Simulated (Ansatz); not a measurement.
ScPd:
```
CELL_PARAMETERS angstrom
      3.22918     0.00000     0.00000
      0.00000     3.22918     0.00000
      0.00000     0.00000     3.22918
ATOMIC_POSITIONS crystal
  Sc 0.50000 0.50000 0.50000
  Pd 0.00000 0.00000 0.00000
```

Relaxed with LDA. Special points in fractions of this cell's reciprocal vectors: Γ (0.000, 0.000, 0.000); X (0.000, 0.500, 0.000); M (0.500, 0.500, 0.000); R (0.500, 0.500, 0.500).

Problem. List the band energies nearest the Fermi level at these points for LDA in the plane-wave PAW code Ansatz.

Solution. In eV from the Fermi level; about four levels below and three above (degenerate sets whole), none deeper than 8.9 eV; points with the same levels are listed once.

```csv
k,below,above
Γ,-5.09 -5.09 -3.10 -3.10 -3.10,1.11 1.11 3.36 3.36 3.36
X,-3.19 -2.79 -0.77 -0.15,1.25 1.25 2.80
M,-3.95 -3.95 -2.15 -0.67,0.63 0.63 1.63
R,-2.10 -2.10 -1.34 -1.34 -1.34,3.76 3.76 5.74
```

Space group Pm-3m (CsCl type). The first step of the workflow began from a Materials Project structure, measured or hypothetical; the Crystallography Open Database files this formula in space group No. 221, but the cells were not matched. Whether it is the stable phase at ambient conditions was not checked. The cell was relaxed with LDA under the symmetry of its start; of distortions, only those at the zone centre were tested. No spin polarisation was allowed. Spin–orbit coupling is left out wherever it is not named.

Potentials: the later of the program's two PAW sets.
